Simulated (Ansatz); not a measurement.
Ansatz input

```yaml
crystal:
  lattice:
    - [-3.6853240576, 3.6846331012, 2.0007038245]
    - [3.6846331012, -3.6853240576, 2.0007038245]
    - [3.6880575346, 3.6880575346, -2.0019693125]
  atoms:
    - { symbol: Ba, position: [5.74914e-05, 0.9999425086, 0.0] }
    - { symbol: Ba, position: [0.7499425086, 0.2500574914, 0.5] }
hamiltonian:
  xc: pbesol
  pseudopotentials:
    kind: paw
    azcp:
      Ba: "pseudopotentials/Ba.paw.azcp"
basis:
  ecutwfc: 420
  fft_grid_basis: typed
kpoints:
  mp_grid: { grid: [15, 15, 10], shift: [0, 0, 0] }
magnetization:
  spin_polarized: false
scf:
  occupations: { method: fermi_dirac, width: 0.1 }
output:
  write_density: true
  write_potential: true
  elf: true
  volumetric_format: npy
```

Output

```
Warning: the record states the generating functional pbe (its physics header spells it `PBE`), which answers neither for hamiltonian.xc's functional nor for the pbesol family's — results may be inconsistent (PPs are generated against a specific XC)
Engine: ansatz 0.2.0, aarch64-unknown-linux-gnu
Pseudopotentials: kind: paw
Pseudopotential: Ba, paw, valence charge 10, recommended cutoff 420 eV (normal) 
Functional definition: PBEsol
  exchange = pbesol_x
  correlation = pbesol_c
Crystal: 2 atoms, lattice volume = 108.751 Å³
Basis set: ecut = 420 eV, 2135 PW (Γ)
Bands: 14, of which v1, the nominal top of the filled ones, is band 10 counted from 1 (9 counted from 0)
Symmetry: 4 space group operations
Space group: C2/c (ITA 15), of the structure as read, at distance tolerance 4.8e-5 Å
k-points: 608 of 2250
Non-local potential: Ba, projectors of the file, l = 0: 3, l = 1: 2, l = 2: 2, l = 3: 2
PAW form: soft (Blöchl's): semilocal exchange-correlation on the pseudo side does not see the compensation charge
PAW frozen core: Ba, regenerated for the run's functional, and the local potential with it (the file was generated under x = pbe(κ = 0.804, μ = 0.2195149727645171), c = pbe(β = 0.06672455060314922))
PAW one-centre angular grid: Ba, 194 points (default); XC on 64 Gauss nodes
Initial density: superposition of atomic densities (neutral atoms: chi_scale 0, normalization atom), corrected by the library's trained network
Initial wavefunctions: pseudopotential atomic-orbital guess
Functional: x = pbesol(κ = 0.804, μ = 0.12345679012345678), c = pbesol(β = 0.046)
SCF iter   1: F=—  HF=-11724.939179 eV  |F-HF|=—  |Δ(HF+E_count)|=         —  Δρ=1.98e-3  dr2=9.81e-3  ethr=1.77e-3  ⟨swp⟩=6.3  Hψ=54903  notcnv=0
SCF iter   2: F=—  HF=-11724.937968 eV  |F-HF|=—  |Δ(HF+E_count)|=   1.21e-3  Δρ=1.34e-3  dr2=4.88e-3  ethr=4.90e-5  ⟨swp⟩=2.1  Hψ=16827  notcnv=0
SCF iter   3: F=—  HF=-11724.936861 eV  |F-HF|=—  |Δ(HF+E_count)|=   1.11e-3  Δρ=3.03e-4  dr2=8.95e-5  ethr=2.44e-5  ⟨swp⟩=2.8  Hψ=14543  notcnv=0
SCF iter   4: F=—  HF=-11724.936852 eV  |F-HF|=—  |Δ(HF+E_count)|=   9.05e-6  Δρ=1.64e-4  dr2=2.46e-5  ethr=4.48e-7  ⟨swp⟩=1.1  Hψ=8646  notcnv=0
SCF iter   5: F=—  HF=-11724.936850 eV  |F-HF|=—  |Δ(HF+E_count)|=   1.72e-6  Δρ=2.29e-5  dr2=7.36e-7  ethr=1.23e-7  ⟨swp⟩=2.0  Hψ=14797  notcnv=0
SCF iter   6: F=-11724.936850 eV  HF=-11724.936850 eV  |F-HF|=1.70e-8  |Δ(HF+E_count)|=   2.23e-7  Δρ=4.65e-6  dr2=2.38e-8  ethr=5.00e-10  ⟨swp⟩=4.5  Hψ=32314  notcnv=0
SCF 1 converged in 6 iterations: F = -11724.936850 eV  dr2 = 2.38e-8
SCF converged after 6 iterations
Free energy (F): -11724.936850 eV
Harris-Foulkes:  -11724.936850 eV  (|F-HF|=1.70e-8)
Internal energy: -11724.865756 eV  (E = F + TS)
E sigma→0 (E₀):  -11724.901303 eV
Entropy (-TS):   -0.071094 eV (-35.547 meV/atom)
Fermi energy:    6.815984 eV
--- Per-component energies (eV) ---
  E_band       = -147.959451
  E_kinetic    = 335.128014
  E_local      = -699.302447  (includes V_loc(G=0)·N_el)
  E_nonlocal   = 117.240230
  E_hartree    = 220.629374
  E_xc         = -331.393649
  E_vxc        = -268.276098  (∫ρ·V_xc dr)
  E_paw        = -10281.084741  (= ΣΔE_a)
  E_vpaw       = -74.007812  (= ΣTr[D̂ρ^β])
  E_aug_tail   = -0.000004  (compensation charges beyond the density's cutoff)
  E_ewald      = -1086.385399
  E_core_change = 0.302866  (= ΣΔE_core)
  E_smearing   = -0.071094  (= −TS)
  E_closure    = -0.000000  (closes the sum)
  Σ components = -11724.936850   (vs F -11724.936850, Δ=0.00e0)
--- Band table (eV; the first three rows and the last of 608) ---
  k-point 0: bands = ["-21.9893", "-21.8069", "-7.4887", "-7.4874", "-6.7613", "-6.7511", "-6.7015", "-6.7013", "4.1618", "5.8106", "7.1918", "7.2389", "7.9133", "9.8225"]
  k-point 1: bands = ["-21.9849", "-21.8113", "-7.4745", "-7.4720", "-6.7909", "-6.7491", "-6.7269", "-6.6927", "4.2551", "5.8813", "7.1482", "7.2908", "7.8632", "9.8750"]
  k-point 2: bands = ["-21.9719", "-21.8243", "-7.4321", "-7.4270", "-6.8575", "-6.7989", "-6.7435", "-6.6860", "4.5235", "6.0695", "7.0526", "7.4466", "7.7518", "9.9876"]
  k-point 607: bands = ["-21.8966", "-21.8966", "-7.6417", "-7.6417", "-6.7626", "-6.7626", "-6.6047", "-6.6047", "6.0704", "6.0704", "7.9600", "7.9600", "8.0290", "8.0290"]
```
